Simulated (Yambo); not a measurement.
A G0W0@LDA run in Yambo for BaMg₂Sb₂ (space group P-3m1, No. 164) (3×3×1 Γ-centred k mesh, bands 9 to 236 and a 7 Ry block in the screening, 236 bands in G with the Bruneval-Gonze terminator, plasmon pole fitted at 27.2 eV) gives these matrix elements, in eV, at the band edges (Γ → (0, 0.333, 0)):

```
state               E0    <Vxc>     <Σx>  <Σc(E0)>      Z
---------------  -----  -------  -------  --------  -----
valence edge     0.000  -11.093  -13.094     1.145  0.782
conduction edge  1.077   -8.452   -4.554    -3.669  0.791
```

Problem. Solve the linearised quasiparticle equation for both states, give the gap, and say how exchange and correlation each act on it.

Solution. E = E0 + Z(Σx + Σc − Vxc). Valence: 0.000 + 0.782 × (-13.094 + (1.145) − (-11.093)) = -0.67 eV. Conduction: 1.077 + 0.791 × (-4.554 + (-3.669) − (-8.452)) = 1.26 eV. The gap is 1.93 eV, against 1.08 eV in LDA. Replacing Vxc by bare exchange alone would open it by 5.90 eV; correlation takes back 4.81 eV of that, and Z scales what is left. Nearest settings tried, and what they do to the gap: 183 bands in W, 183 bands in G: -15 meV; 6 Ry block (301 vectors against 361): -12 meV; 3×3×2 mesh: +76 meV. So the settings aren't converged at that level. The k mesh is coarse. The mesh misses a band edge: along a dense path the LDA gap is 0.83 eV against 1.08 eV on the mesh. Spin-orbit coupling is left out, which matters for elements this heavy: edges can move by tenths of an eV.

The standard potential for Sb keeps a d shell in the valence without the s and p states of that shell. In tests on such compounds this moved G0W0 gaps by up to about 0.9 eV, so absolute quasiparticle energies here are unreliable; differences between settings are what counts.

Geometry of the Materials Project entry, not relaxed at this level; primitive cell a = b = 4.799 Å, c = 8.206 Å, α = β = 90.00°, γ = 120.00°.
